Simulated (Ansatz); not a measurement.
N:
```xyz
1
Lattice="-1.2194 1.2194 1.2194 1.2194 -1.2194 1.2194 1.2194 1.2194 -1.2194" Properties=species:S:1:pos:R:3 pbc="T T T"
N      0.0000     0.0000     0.0000
```

Relaxed with PBE. Special points in fractions of this cell's reciprocal vectors: Γ (0.000, 0.000, 0.000); H (0.500, -0.500, 0.500); N (0.000, 0.000, 0.500); P (0.250, 0.250, 0.250).

List the band energies nearest the Fermi level at these points for PBE (plane waves, PAW; program Ansatz).

In eV from the Fermi level; about four levels below and three above (degenerate sets whole), none deeper than 8.9 eV; … stands for higher levels left out; points with the same levels are listed once.

```tsv
k	below	above
Γ	–	…
H	-7.82	…
N	-8.07	…
```

Space group Im-3m (bcc (W type)). A made-up cell: these elements were put on the sites of a structure type; neither database checked (COD, Materials Project) lists it. It is not the usual solid phase (space group No. 205). Symmetry was held in the PBE relaxation; its stability against distortions is not shown here. The substance is a gas or liquid at ambient conditions. With an odd number of electrons in the cell and no spin polarisation, the count alone makes it a metal.

Potentials: the later of the program's two PAW sets.
